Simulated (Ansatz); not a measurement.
Cd4TeSe3:
```yaml
crystal:
  lattice:
    - [4.41776, 0.00000, 0.00000]
    - [0.00000, 8.83636, 0.00000]
    - [0.00000, 0.00000, 6.21789]
  atoms:
    - { symbol: Cd, position: [0.00000, 0.23837, 0.00903] }
    - { symbol: Cd, position: [0.00000, 0.76163, 0.00903] }
    - { symbol: Cd, position: [0.50000, 0.00000, 0.50900] }
    - { symbol: Cd, position: [0.50000, 0.50000, 0.47230] }
    - { symbol: Te, position: [0.00000, 0.50000, 0.75064] }
    - { symbol: Se, position: [0.50000, 0.24177, 0.25029] }
    - { symbol: Se, position: [0.50000, 0.75823, 0.25029] }
    - { symbol: Se, position: [0.00000, 0.00000, 0.74942] }
```

Relaxed with r²SCAN. Special points in fractions of this cell's reciprocal vectors: Γ (0.000, 0.000, 0.000); X (0.500, 0.000, 0.000); S (0.500, 0.500, 0.000); Y (0.000, 0.500, 0.000); Z (0.000, 0.000, 0.500); U (0.500, 0.000, 0.500); R (0.500, 0.500, 0.500); T (0.000, 0.500, 0.500).

Task: List the band energies nearest the valence-band maximum at these points for the program Ansatz at the r²SCAN with spin–orbit coupling level (PAW).

Result: In eV from the valence-band maximum; about four levels below and three above (degenerate sets whole), none deeper than 8.9 eV; points with the same levels are listed once.

```csv
k,below,above
Γ,-0.14 -0.14 0.00 0.00,0.73 0.73 2.95 2.95
X,-1.25 -1.25 -0.80 -0.80,2.99 2.99 3.11 3.11
S,-1.71 -1.71 -1.49 -1.49,3.83 3.83 3.88 3.88
Y,-0.66 -0.66 -0.10 -0.10,2.26 2.26 2.46 2.46
Z,-0.86 -0.86 -0.43 -0.43,2.17 2.17 2.50 2.50
U,-0.94 -0.94 -0.70 -0.70,2.13 2.13 2.57 2.57
R,-1.38 -1.38 -1.25 -1.25,3.45 3.45 3.72 3.72
T,-1.04 -1.04 -0.48 -0.48,2.73 2.73 2.83 2.83
```

Space group Pmm2. The workflow started from a Materials Project entry (that database holds measured and hypothetical structures alike); the Crystallography Open Database copy checked does not list it. Whether it is the stable phase at ambient conditions was not checked. The cell was relaxed with r²SCAN under the symmetry of its start; its stability against distortions is not shown here.

Potentials: the later of the program's two PAW sets.
